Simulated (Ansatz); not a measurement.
Level of theory: Ansatz 0.2.0, DFT PBE, scalar-relativistic, plane waves, PAW. Settings: cutoff 420 eV, Γ-centred meshes spaced at most about 0.3 Å⁻¹, and about 0.25 Å⁻¹ or finer for metals (2π included), Gaussian smearing. Collinear spin in cells that started with moments and kept them past the coarse steps, no spin elsewhere.

Each of these unrelaxed guesses is relaxed in cell and atoms within its symmetry. A guess keeps its type if space group and coordination stay and the shape of the cell changes little (axis ratios within about 15 %, angles within 6°); the volume may change.

1. Sc2B3

```
CELL_PARAMETERS angstrom
3.84630 0.00000 0.00000
-1.92315 3.33099 0.00000
0.00000 0.00000 4.38413
ATOMIC_POSITIONS crystal
Sc 0.33333 0.66667 0.14871
Sc 0.00000 0.00000 0.46535
B 0.84909 0.15091 0.95695
B 0.84909 0.69819 0.95695
B 0.30181 0.15091 0.95695
```

2. VBi2Se6 (collinear spin from parallel moments)

```
CELL_PARAMETERS angstrom
0.00000 4.88036 4.88036
4.88036 0.00000 4.88036
4.88036 4.88036 0.00000
ATOMIC_POSITIONS crystal
V 0.00000 0.00000 0.00000
Bi 0.25000 0.25000 0.25000
Bi 0.75000 0.75000 0.75000
Se 0.75371 0.24629 0.24629
Se 0.24629 0.75371 0.24629
Se 0.24629 0.24629 0.75371
Se 0.24629 0.75371 0.75371
Se 0.75371 0.24629 0.75371
Se 0.75371 0.75371 0.24629
```

3. ScTiI2 (collinear spin from parallel moments)

```
CELL_PARAMETERS angstrom
3.97490 0.00000 0.00000
-1.98745 3.44237 0.00000
0.00000 0.00000 7.79081
ATOMIC_POSITIONS crystal
Sc 0.00000 0.00000 0.50000
Ti 0.00000 0.00000 0.00000
I 0.33333 0.66667 0.25000
I 0.33333 0.66667 0.75000
```

Question: Which keep their type?

Answer: Guesses 2 and 3 keep their type.

| guess | kept | start group | end group | V start (Å³/atom) | V end | b/a and c/a, end over start | nearest neighbours start | nearest neighbours end |
| --- | --- | --- | --- | --- | --- | --- | --- | --- |
| 1 | no | P3m1 | P3m1 | 11.2 | 13.9 | 1.00, 1.76 | B 2, Sc 6/9 | B 4, Sc 3/6 |
| 2 | yes | Fm-3m | Fm-3m | 25.8 | 23.7 | 1.00, 1.00 | Bi 12, Se 1, V 6 | Bi 12, Se 1, V 6 |
| 3 | yes | P-6m2 | P-6m2 | 26.7 | 23.9 | 1.00, 1.07 | I 6, Sc 6, Ti 6 | I 6, Sc 6, Ti 6 |

Neighbours count within 15 % of an atom's shortest distance; end groups are read at 0.02 Å (0.05 Å in metals).

These runs have no spin–orbit coupling, which can matter for Bi and I. A magnetic state wasn't ruled out in cells without spin, among them Sc2B3 P3m1. No Hubbard U is applied to the 3d shell of V. Another magnetic order may lie lower. Cells relaxed within their symmetry can be saddle points.

In counts of neighbours, a slash parts the counts of unlike sites.
